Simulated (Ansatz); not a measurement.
Given:

W2N:
```
CELL_PARAMETERS angstrom
      2.98449     0.00000     0.00000
      0.00000     2.98449     0.00000
      0.00000     0.00000     4.18716
ATOMIC_POSITIONS crystal
  W  0.00000 0.00000 0.00000
  W  0.50000 0.50000 0.50000
  N  0.50000 0.50000 0.00000
```

This is the PBE-relaxed structure.

Question: All from the program Ansatz at the PBE level (PAW), unless another level is named. Predict the electronic character.

Answer: metallic (no gap).

Question: Next, the density of states at the Fermi level?

Answer: 0.54 states/eV per atom (mean over ±0.08 eV).

Question: Next, the formation energy from the elements (no fitted shifts)?

Answer: 1.0 kJ/mol of atoms.

Space group P4/mmm. The cell is a constructed one: a structure type filled with these elements; neither database checked (COD, Materials Project) lists it. Its standing as an ambient phase is unchecked. The cell was relaxed with PBE under the symmetry of its start; whether a distortion lowers the energy is not shown. No spin polarisation was allowed. With an odd number of electrons in the cell and no spin polarisation, the count alone makes it a metal. The references are the lowest solids computed at this level, not always the standard phases (solids in place of the gases). Spin–orbit coupling is left out wherever it is not named.

Potentials: the earlier of the program's two PAW sets.
